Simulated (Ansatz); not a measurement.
TaRu (L1₀ or tetragonal B2, P4/mmm), the program Ansatz at the r²SCAN level (PAW), all energies at zero smearing, with the estimated change up to a 700 eV cutoff added, with one set of potentials and settings (totals compare only within such a set). Cell of 2 atoms (1 Ta, 1 Ru): -15835.732 eV.

```
element                reference phase  E (eV/atom)
-------  -----------------------------  -----------
Ta          Im-3m, 1 atoms in the cell   -9944.3222
Ru       P6_3/mmc, 2 atoms in the cell   -5890.7039
```

Formation energy per atom, worked out: (-15835.732 − 1×(-9944.3222) − 1×(-5890.7039))/2 = -0.353 eV/atom (-34 kJ per mol of atoms), at 0 K, without zero-point energy or fitted corrections.

The workflow started from a Materials Project entry (that database holds measured and hypothetical structures alike); the Crystallography Open Database files this formula in space group No. 123, but the cells were not matched. Its standing as an ambient phase is unchecked. The r²SCAN relaxation kept the symmetry of its start; whether a distortion lowers the energy is not shown. The run is not spin-polarised. The references are the lowest solids computed at this level, not always the standard phases. Scalar-relativistic: spin–orbit coupling is off unless named, which matters more the heavier the elements.

Potentials: the later of the program's two PAW sets.
